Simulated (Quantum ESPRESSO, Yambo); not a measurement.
Levels of theory for the gap of CaHI

CaHI (space group P4/nmm, No. 129): one geometry, one set of norm-conserving PBEsol (Quantum ESPRESSO, 72 Ry, with spin-orbit coupling) orbitals, self-energies from Yambo (4×4×1 Γ-centred k mesh, 310 bands and a 6 Ry block in the screening, 310 bands in G with the Bruneval-Gonze terminator, plasmon pole fitted at 27.2 eV).

Cell and atoms were relaxed with PBE+D3(BJ) from Materials Project entry mp-24204, within its symmetry.

```
level                                                        gap Γ → M (eV)  direct gap at Γ (eV)                   rough Yambo cost
-----------------------------------------------------------  --------------  --------------------  ---------------------------------
PBEsol (Quantum ESPRESSO)                                              3.13                  3.50                                  –
exchange only (Hartree-Fock self-energy on PBEsol orbitals)           10.23                 11.52              about 1/20 (9 states)
static COHSEX@PBEsol                                                   5.41                  6.26  within a factor of two (3 states)
G0W0@PBEsol, plasmon pole                                              4.71                  5.53                       1 (9 states)
```

Bare exchange has no screening and gives the widest gap; static COHSEX screens it but leaves out the frequency dependence, which G0W0 restores. The mesh misses a band edge: along a dense path the PBEsol gap is 2.73 eV against 3.13 eV on the mesh.

Costs are rough ratios of core time on shared machines.

Nearest settings tried, and what they do to the gap: 200 bands in G: +3 meV; 200 bands in W, 200 bands in G: +14 meV; 5 Ry block (183 vectors against 229): -43 meV; 2×2×1 mesh: -68 meV. So the settings aren't converged at that level. The k mesh is coarse.
